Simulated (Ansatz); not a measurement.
SiO₂ (rutile, P4_2/mnm), DFT-PBEsol in the program Ansatz with PAW potentials. The conduction-band minimum lies at Γ, with 1 equivalent valley. Second derivatives d²E/dk² of the lowest band at one valley (eV·Å²), along Cartesian directions:

```
direction  d²E/dk²
---------  -------
[100]        16.13
[010]        16.13
[001]        20.43
[110]        16.13
[101]        18.28
[011]        18.28
```

Problem. Find the principal effective masses, the density-of-states mass and the conductivity mass.

Solution. Off-diagonal terms follow from H_xy = H[110] − (H_xx + H_yy)/2, and m*/mₑ = 7.620 eV·Å² over each eigenvalue: 0.37, 0.47, 0.47. One valley's DOS mass (m₁m₂m₃)^(1/3) = 0.44, conductivity mass 3/(Σ 1/mᵢ) = 0.43 mₑ.

Problem. What effective density of states Nc follows at 300 K for parabolic valleys?

Solution. Nc = 2.509e19 × 1 × (0.44)^(3/2) ≈ 7.3e18 cm⁻³.

This is a known high-pressure phase of the composition, computed here at zero pressure and temperature. Symmetry was held in the PBEsol relaxation; whether a distortion lowers the energy is not shown.

Potentials: the later of the program's two PAW sets.

Edges and masses are those of Kohn–Sham bands, whose gap is no quasiparticle gap.
